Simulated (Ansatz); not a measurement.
RbLiZnS2:
```
RbLiZnS2
1.0
   -1.97417     1.97417     6.71112
    1.97417    -1.97417     6.71112
    1.97417     1.97417    -6.71112
Rb Li Zn S
1 1 1 2
Direct
  0.00000   0.00000   0.00000
  0.25000   0.75000   0.50000
  0.75000   0.25000   0.50000
  0.65104   0.65104   0.00000
  0.34896   0.34896   0.00000
```

This is the PBEsol-relaxed structure. x, y and z are the axes in which the lattice vectors are written.

Question: All from PBEsol in the plane-wave PAW code Ansatz, unless another level is named. Give the band gap.

Answer: 2.54 eV (direct).

Question: What about the gap with spin–orbit coupling?

Answer: 2.51 eV.

Question: Predict the hole effective mass with spin–orbit coupling.

Answer: 0.46, 0.53, 5.1 mₑ (principal values).

Question: And the electron effective mass with spin–orbit coupling?

Answer: 0.23, 0.23, 0.28 mₑ (principal values).

Question: What about the hole effective mass, band 2 of 2 at the edge?

Answer: 0.24 along x, 5.5 along z (mₑ).

Space group I-4m2. The workflow started from a Materials Project entry (that database holds measured and hypothetical structures alike); the Crystallography Open Database copy checked does not list it. With Li and Zn taken as one species the cell has the higher symmetry I4/mmm, so it may be an ordered model of a mixed-site phase. Whether it is the stable phase at ambient conditions was not checked. Symmetry was held in the PBEsol relaxation; whether a distortion lowers the energy is not shown. Scalar-relativistic: spin–orbit coupling is off unless named, which matters more the heavier the elements.

Potentials: the later of the program's two PAW sets.
